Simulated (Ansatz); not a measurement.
GaN in space group P-6m2 (No. 187; Ga on 1a, N on 1f) at seven volumes, the program Ansatz at the PBE level (PAW), shape and atoms relaxed at each. One row is withheld.

```json
[
 {"V (Å³/atom)": "9.389", "P (GPa)": "?"},
 {"V (Å³/atom)": "9.699", "P (GPa)": "12.15"},
 {"V (Å³/atom)": "10.008", "P (GPa)": "5.55"},
 {"V (Å³/atom)": "10.318", "P (GPa)": "0.00"},
 {"V (Å³/atom)": "10.627", "P (GPa)": "-4.69"},
 {"V (Å³/atom)": "10.937", "P (GPa)": "-8.47"},
 {"V (Å³/atom)": "11.247", "P (GPa)": "-11.66"}
]
```

Fit the shown pressures and predict the withheld one.

P = (3/2)B₀(x^(7/2) − x^(5/2))[1 + (3/4)(B′ − 4)(x − 1)] with x = (V₀/V)^(2/3). Least squares on the six rows gives V₀ = 10.316 Å³/atom, B₀ = 168 GPa, B′ = 5.11. At V = 9.389, x = 1.0648 and P = 20.13 GPa. The run itself gave 20.01 GPa.

The cell is a constructed one: a structure type filled with these elements; neither database checked (COD, Materials Project) lists it. It is not the phase usual at ambient conditions (space group No. 186, 216). The cell was relaxed with PBE under the symmetry of its start; whether a distortion lowers the energy is not shown.

Potentials: the later of the program's two PAW sets.
